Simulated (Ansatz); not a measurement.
**Property card for SiBCN**

SiBCN:
```
CELL_PARAMETERS angstrom
      1.41489     0.81689     4.67418
     -1.41489     0.81689     4.67418
      0.00000    -1.63377     4.67418
ATOMIC_POSITIONS crystal
  B  0.99271 0.99271 0.99271
  N  0.12107 0.12107 0.12107
  Si 0.50414 0.50414 0.50414
  C  0.63211 0.63211 0.63211
```

Space group R3m (No. 160); conventional cell a = 2.830 Å, b = 2.830 Å, c = 14.023 Å, α = 90.00°, β = 90.00°, γ = 120.00°.

Method: r²SCAN (plane waves, PAW; program Ansatz). Structure relaxed to zero pressure with the same functional. Other levels are named where they apply.

### Cell and energy

| Item | Value |
|---|---|
| Volume per atom | 8.10 Å³ |
| Density | 3.33 g/cm³ |
| Formation energy from the elements (no fitted shifts) | -0.45 eV/atom |

### Electronic structure

| Quantity | Result |
|---|---|
| Band gap | 0.64 eV (indirect) |
| Valence-band maximum | at Γ |
| Conduction-band minimum | at F (3 equivalent valleys) |
| Smallest direct gap on the standard path | 2.78 eV |
| Electron effective mass | 0.25, 0.32, 0.56 mₑ (principal values) |
| Hole effective mass, band 1 of 2 at the edge | 0.60 along x, 4.5 along z (mₑ) |
| Hole effective mass, band 2 of 2 at the edge | 0.23 along x, 4.5 along z (mₑ) |
| HSE06 gap on the r²SCAN cell | 1.25 eV |

### Mechanics

| Property | Value |
|---|---|
| Elastic constants (relaxed ions, GPa) | C11 = 670, C12 = 116, C13 = 95.9, C14 = -63.0, C33 = 415, C44 = 196 |
| Mechanical stability | stable (all eigenvalues of C positive) |
| Hill bulk and shear moduli | 256 and 220 GPa |
| Young's modulus | 513 GPa |
| Poisson's ratio | 0.17 |
| Debye temperature from the elastic constants | 1330 K |
| Piezoelectric stress constants (proper, relaxed ions, C/m²) | e15 = e24 = -0.36, e16 = e21 = -0.39, e22 = 0.39, e31 = e32 = 0.40, e33 = -3.29 |

### Charges

| Property | Result |
|---|---|
| Bader charges | B +1.87, N -2.36, Si +3.05, C -2.56 e |

The start of the workflow was typed in or built on a structure type; neither database checked (COD, Materials Project) lists it. Whether it is the stable phase at ambient conditions was not checked. The r²SCAN relaxation kept the symmetry of its start; its stability against distortions is not shown here. The volume moved by -18 % from the start of the relaxation. Signs of piezoelectric constants follow the polarity of the cell as given. The references are the lowest solids computed at this level, not always the standard phases (solids in place of the gases).

Potentials: the earlier of the program's two PAW sets.
